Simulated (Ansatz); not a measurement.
All numbers below come from Ansatz, DFT PBEsol, scalar-relativistic, plane waves, PAW.

Plane waves to 420 eV, a k mesh through Γ of 6×6×6 on the computed 14-atom cell and Gaussian smearing (0.10 eV); no spin polarisation.

Structure with the computed forces (eV/Å) in the last three columns:

```xyz
14
Lattice="5.6227 0.0000 0.0000 -2.8114 4.8694 0.0000 0.0000 0.0000 7.1382" Properties=species:S:1:pos:R:3:forces:R:3 pbc="T T T" pressure_GPa=-2.28
Na    0.0000    3.2463    4.7746    0.0030    0.0000    0.0910
Na    2.8114    1.6231    2.3637   -0.0040   -0.0190   -0.0900
Na    0.0000    0.0000    3.5691    0.0240   -0.0110   -0.0220
Ba    0.0000    0.0000    0.0000    0.0020    0.0070   -0.0030
P     0.0000    3.2463    1.5755    0.9710   -0.5060   -0.4020
P     2.8114    1.6231    5.5627    0.0010    0.0020    0.0270
O     0.0000    3.2463    0.0253    0.0280   -0.0380    0.1320
O     2.8114    1.6231    7.1129    0.0020    0.0040   -0.1850
O    -1.2140    3.9732    2.1260   -1.2640    0.6360    0.3490
O     4.0704    0.8962    5.0122   -0.0650    0.0380    0.1500
O     0.0000    1.7925    2.1260    0.0440   -0.0110   -0.1670
O     2.8114    3.0769    5.0122    0.0020   -0.0790    0.1380
O     1.2590    3.9732    2.1260    0.1860   -0.0640   -0.1650
O     1.5523    0.8962    5.0122    0.0690    0.0400    0.1470
```

Stress tensor (GPa, compression positive):

```
-1.50 -0.63 -0.48
-0.63 -2.44  0.26
-0.48  0.26 -2.90
```

 The cell has an odd number of electrons and was run without spin polarisation, which forces a half-filled band: energy, forces and stress belong to that artificial state.